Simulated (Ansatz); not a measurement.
## Vibrational response of MgZn5S6

These are results of Ansatz, DFT PBE, scalar-relativistic, plane waves, PAW, not measurements. Cutoff 420 eV, 6×6×4 k-points (Γ-centred), fixed occupations. No spin polarisation. Phonons by linear response, acoustic sum rule imposed.

The cell, relaxed at this level:
```yaml
crystal:
  lattice:
    - [6.71934, 0.00000, 0.00000]
    - [-3.35967, 5.81912, 0.00000]
    - [0.00000, 0.00000, 6.34162]
  atoms:
    - { symbol: Mg, position: [0.00000, 0.00000, 0.50381] }
    - { symbol: Zn, position: [0.33679, 0.33679, 0.00522] }
    - { symbol: Zn, position: [0.00000, 0.66321, 0.00522] }
    - { symbol: Zn, position: [0.66321, 0.00000, 0.00522] }
    - { symbol: Zn, position: [0.66667, 0.33333, 0.50483] }
    - { symbol: Zn, position: [0.33333, 0.66667, 0.50483] }
    - { symbol: S, position: [0.34435, 0.34435, 0.37731] }
    - { symbol: S, position: [0.00000, 0.65565, 0.37731] }
    - { symbol: S, position: [0.65565, 0.00000, 0.37731] }
    - { symbol: S, position: [0.66667, 0.33333, 0.87813] }
    - { symbol: S, position: [0.33333, 0.66667, 0.87813] }
    - { symbol: S, position: [0.00000, 0.00000, 0.89270] }
```

It was reached by relaxing an invented guess, and it needn't be the stable form of this composition.

Optical modes at Γ (transverse, no macroscopic field):
```tsv
frequency (cm⁻¹)	degeneracy	IR intensity of the level ((D/Å)²/amu)
72	2	0.00
102	2	0.00
103	1	0.00
108	2	0.00
121	1	0.08
123	2	0.11
170	1	0.00
171	1	0.01
199	2	0.77
204	1	0.79
255	2	28.89
263	1	20.96
268	1	3.65
278	2	5.47
283	1	0.00
289	2	6.77
293	2	0.49
308	2	3.70
309	1	0.00
316	1	0.24
333	1	3.95
345	2	8.05
```

All 33 optical modes at Γ are real: no displacement of atoms at fixed cell lowers the energy to second order. Strains and modes at other wave vectors aren't tested by this run.

```
Electronic dielectric constant ε∞ (principal values) : 5.49, 5.49, 5.58
Static dielectric constant ε0 (principal values)     : 8.7, 8.7, 9.2
Refractive index √ε∞, mean                           : 2.35
Kohn–Sham gap on the mesh                            : 2.25 eV
Cost                                                 : 9.8 min on 4 threads of Intel(R) Xeon(R) Platinum 8488C (Sapphire Rapids), with other jobs on the host, peak memory 5 GiB
```

Born effective charges (e):
| atom | Z*xx | Z*yy | Z*zz | mean |
| --- | --- | --- | --- | --- |
| Mg (atom 1) | 1.94 | 1.94 | 2.06 | 1.98 |
| Zn (atom 2) | 2.00 | 2.03 | 2.00 | 2.01 |
| Zn (atom 5) | 1.90 | 1.90 | 2.13 | 1.98 |
| S (atom 7) | -1.94 | -1.86 | -2.09 | -1.96 |
| S (atom 10) | -1.99 | -1.99 | -2.06 | -2.01 |
| S (atom 12) | -2.12 | -2.12 | -1.93 | -2.05 |

The modes are given without the long-range field that lifts LO modes in polar crystals.
